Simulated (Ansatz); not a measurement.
Relaxed-ion elastic tensor of Sb (simple cubic, Pm-3m) in GPa (Voigt order), r²SCAN in the plane-wave PAW code Ansatz; density 6.88 g/cm³, 29.40 Å³ per atom.

|  | 1 | 2 | 3 | 4 | 5 | 6 |
|---|---|---|---|---|---|---|
| 1 | 137 | 21.3 | 21.3 | 0.0 | 0.0 | 0.0 |
| 2 | 21.3 | 137 | 21.3 | 0.0 | 0.0 | 0.0 |
| 3 | 21.3 | 21.3 | 137 | 0.0 | 0.0 | 0.0 |
| 4 | 0.0 | 0.0 | 0.0 | 15.6 | 0.0 | 0.0 |
| 5 | 0.0 | 0.0 | 0.0 | 0.0 | 15.6 | 0.0 |
| 6 | 0.0 | 0.0 | 0.0 | 0.0 | 0.0 | 15.6 |

### Question
Is the crystal mechanically stable?

### Answer
Yes: the smallest eigenvalue of C is 15.6 GPa.

### Question
Work out the Voigt, Reuss and Hill averages.

### Answer
K_V = 59.8, K_R = 59.8, K_H = 59.8; G_V = 32.5, G_R = 22.0, G_H = 27.3 GPa.

### Question
Give Young's modulus, Poisson's ratio, Pugh's ratio and the universal anisotropy index.

### Answer
E = 9KG/(3K + G) = 71.0 GPa; ν = 0.30; K/G = 2.19 (ductile by the Pugh limit of 1.75); A_U = 5G_V/G_R + K_V/K_R − 6 = 2.37.

### Question
Estimate the sound speeds and the Debye temperature.

### Answer
v_l = √((K + 4G/3)/ρ) = 3740 m/s, v_t = √(G/ρ) = 1990 m/s, mean 2220 m/s; Θ = (h/k)(3n/4πV)^(1/3) v_m = 215 K.

### Question
Give the Zener ratio and Young's modulus along [100], [110] and [111].

### Answer
A = 2C44/(C11 − C12) = 0.27; 1/E = S11 − 2(S11 − S12 − S44/2)Γ with Γ = 0, 1/4, 1/3 gives 131, 51.8, 43.1 GPa.

The first step of the workflow began from a Materials Project structure, measured or hypothetical; the Crystallography Open Database files this formula in space group No. 221, but the cells were not matched. It is not the phase usual at ambient conditions (space group No. 166). Symmetry was held in the r²SCAN relaxation; whether a distortion lowers the energy is not shown. As this level gives no gap, shear constants depend on the k-mesh and smearing (Fermi–Dirac, 0.1 eV here). Spin–orbit coupling is left out wherever it is not named.

Potentials: the later of the program's two PAW sets.
